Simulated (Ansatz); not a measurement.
Relaxed Ti (hcp, Mg type):

```
CELL_PARAMETERS angstrom
      2.93591     0.00000     0.00000
     -1.46796     2.54258     0.00000
      0.00000     0.00000     4.63642
ATOMIC_POSITIONS crystal
  Ti 0.33333 0.66667 0.75000
  Ti 0.66667 0.33333 0.25000
```

The atoms are displaced by Q × the pattern below (from a DFPT mode at Γ, largest move 1; Q in Å), at fixed cell. It is one choice among 2 degenerate patterns.

```tsv
atom	x	y	z
Ti1	0.000	-1.000	0.000
Ti2	0.000	1.000	0.000
```

All values below come from r2SCAN (plane waves to 500 eV, PAW, scalar-relativistic; Ansatz, an electronic-structure program). k mesh 18×18×10 (Γ-centred), Fermi-Dirac smearing 0.05 eV. E stands for the smeared free energy. With partly filled bands, energies and forces of such displacements shift with the k mesh and the smearing. Ti is run without spin polarisation. Ti was relaxed with its symmetry unable to fall. The zero of ΔE is the undisplaced structure. The last digit holds for this mesh only.

| Q (Å) | ΔE (meV/cell) |
|---|---|
| -0.180 | 103.3 |
| -0.150 | 76.8 |
| -0.120 | 51.8 |
| -0.090 | 30.0 |
| -0.060 | 13.4 |
| -0.030 | 3.4 |
| 0.000 | 0.0 |
| 0.030 | 3.3 |
| 0.060 | 13.0 |
| 0.090 | 28.5 |
| 0.120 | 49.4 |
| 0.150 | withheld |
| 0.180 | 102.7 |

Fit a polynomial form (powers 2, 3, 4) to the given rows and predict ΔE at Q = 0.150.

Least squares on the 12 given rows: ΔE = (3783)·Q² + (-143.4)·Q³ + (-18540)·Q⁴, in meV/cell with Q in Å; root-mean-square residual 0.56 meV/cell. At 0.150 the fit gives 75.2 meV/cell; the calculation gives 74.4 meV/cell, so the interpolation is off by 0.8 (+1.1 %). The quadratic term alone would give 85.1 meV/cell.

(For displaced atoms, the force is minus the slope of the energy, and its curvature is a force constant, which sets phonon frequencies.)
